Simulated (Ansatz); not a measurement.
**Structures of CsBa4Cu: which is lowest?**

Plane-wave DFT in Ansatz with scalar-relativistic PAW potentials, cutoff 420 eV, Γ-centred meshes chosen by cell and gap, Gaussian smearing with energies taken to zero width. Every cell was relaxed (cell and atoms) in a run of its own, within the symmetry of its start. Functional: PBE.

Relaxed structures (starts from databases or built by putting these elements on another compound's sites):
A. P4/mmm, 6 atoms in the computed cell, a = 6.335 Å, c = 10.761 Å; sites (symmetry × multiplicity) Cs 4/mmm × 1, Ba 4mm × 2 + mmm. × 2, Cu 4/mmm × 1; start: built
B. F-43m, 6 atoms in the computed cell, a = 11.605 Å; sites (symmetry × multiplicity) Cs -43m × 4, Ba .3m × 16, Cu -43m × 4; start: built

Question: Rank them by energy. Could pressure change the order?

Answer:
```csv
structure,group,E − E(lowest) (meV/atom),V (Å³/atom),gap on mesh (eV)
A,P4/mmm,0.0,71.98,0.00
B,F-43m,407,65.11,0.00
```

A is lowest, 407 meV/atom under B. B is denser by 6.87 Å³/atom, so pressure favours it: ΔE/ΔV, with ΔE in eV and 1 eV/Å³ = 160.2 GPa, gives about 9 GPa for equal enthalpy if both cells were rigid, a rough figure since the two compress differently. Other structures may lie lower than all of these, and vibrations aren't counted.

Spin-orbit coupling is left out, which matters for the bands of heavy elements.